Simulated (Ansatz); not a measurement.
## Ta: levels along high-symmetry lines

```yaml
crystal:
  lattice:
    - [-1.65128, 1.65128, 1.65128]
    - [1.65128, -1.65128, 1.65128]
    - [1.65128, 1.65128, -1.65128]
  atoms:
    - { symbol: Ta, position: [0.00000, 0.00000, 0.00000] }
```

The cell comes from COD entry 1541266, which wasn't checked; take it as a given geometry.

No spin–orbit coupling, which matters for the heavy atoms here.

These are results of Ansatz 0.2.0, DFT, PBEsol, all-electron LAPW, scalar-relativistic, not measurements.

Settings: a Γ-centred 17×17×17 k mesh, Fermi–Dirac smearing of 0.08 eV, basis error target 0.5 meV/atom, no spin polarisation.

Points in fractions of the reciprocal vectors of this cell: Γ (0, 0, 0), H (0.5, -0.5, 0.5), N (0, 0, 0.5), P (0.25, 0.25, 0.25). The path joins them by straight lines in the order Γ–H–N–Γ–P–H–P–N; legs that retrace an earlier one aren't tabulated. Energies are in eV from the Fermi level.

Is there a gap?

none: with an odd electron count and no spin polarisation the bands can't all be full, a metal in this set-up (spin order or a larger cell could open a gap).

List the levels between -5 and 3.5 eV at the symmetry points.


Γ: 0.71 (×3)
H: -3.81 (×2)
N: -4.39, -1.56, 1.62
P: -1.23 (×3)
